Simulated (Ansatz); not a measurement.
## Na₃AlO₃: rattling a relaxed structure

The cell was found from a proposed guess, not taken from experiment.

Level of theory: DFT PBE, scalar-relativistic, plane waves, PAW in Ansatz 0.2.0. Cutoff 420 eV; k points 6×6×4 on the computed 14-atom cell (Γ-centred); Gaussian smearing, width 0.02 eV; no spin polarisation.

The cell below (14 atoms, space group C2/m (No. 12)) is relaxed within its symmetry.

```cif
data_structure
_symmetry_space_group_name_H-M 'P 1'
_symmetry_Int_Tables_number 1
_cell_length_a 7.0394
_cell_length_b 7.0394
_cell_length_c 5.5199
_cell_angle_alpha 96.158
_cell_angle_beta 96.158
_cell_angle_gamma 130.553
_cell_volume 200.87
loop_
_atom_site_label
_atom_site_type_symbol
_atom_site_fract_x
_atom_site_fract_y
_atom_site_fract_z
_atom_site_occupancy
Na1 Na 0.75988 0.24012 0.50000 1
Na2 Na 0.24012 0.75988 0.50000 1
Na3 Na 0.23337 0.23337 0.47072 1
Na4 Na 0.76663 0.76663 0.52928 1
Na5 Na 0.66729 0.33271 0.00000 1
Na6 Na 0.33271 0.66729 0.00000 1
Al1 Al 0.09968 0.90032 0.00000 1
Al2 Al 0.90032 0.09968 0.00000 1
O1 O 0.96009 0.62666 0.76618 1
O2 O 0.37334 0.03991 0.23382 1
O3 O 0.85742 0.85742 0.15170 1
O4 O 0.62666 0.96009 0.76618 1
O5 O 0.03991 0.37334 0.23382 1
O6 O 0.14258 0.14258 0.84830 1
```

For the test it was strained at random (σ = 1.5 % a component), the atoms were moved at random (σ = 0.10 Å), and all was relaxed again on a coarse 4×4×4 mesh (in the run’s order of axes) with 0.10 eV smearing, with no symmetry imposed.

Problem. Does it come back?

Solution. It doesn't return. The energy falls by 27 meV/atom on that mesh, the volume changes by -2.3 %, and the end has space group P-1 (No. 2) at a loose tolerance. Relaxed again on a 6×6×4 mesh with 0.02 eV smearing, the new structure lies 27 meV/atom below the first (mesh in the axes of the run's cell; the cell below is made exact in the group named). Space group P-1 (No. 2), triclinic, a = 5.592 Å, b = 5.838 Å, c = 6.612 Å, α = 78.7°, β = 87.3°, γ = 68.1°. Na on its first site is surrounded by 4 O at 2.28–2.42 Å, 8 Na at 2.98–3.29 Å, 1 O at 3.07 Å and 1 Al at 3.10 Å; around Na on its second site lie 3 O at 2.29–2.40 Å, 1 O at 2.67 Å, 1 Al at 3.01 Å, 4 Na at 3.03–3.19 Å and 1 O at 3.07 Å; around Al lie 4 O at 1.75–1.84 Å, 1 Al at 2.59 Å and 5 Na at 2.99–3.25 Å; O on its first site has 1 Al at 1.75 Å and 4 Na at 2.28–2.34 Å; 3 more sites not described.

```
Na Al O
1.0
     5.59181    0.00000    0.00000
     2.18115    5.41531    0.00000
     0.30948    1.26869    6.48219
Na Al O
6 2 6
Direct
  0.50958 0.23619 0.55352
  0.49042 0.76381 0.44648
  0.52893 0.75740 0.90967
  0.47107 0.24260 0.09033
  0.00555 0.29169 0.35658
  0.99445 0.70831 0.64342
  0.01051 0.85755 0.17840
  0.98949 0.14245 0.82160
  0.76888 0.97272 0.35220
  0.25784 0.56919 0.28239
  0.14564 0.09797 0.07100
  0.74216 0.43081 0.71761
  0.23112 0.02728 0.64780
  0.85436 0.90203 0.92900
```
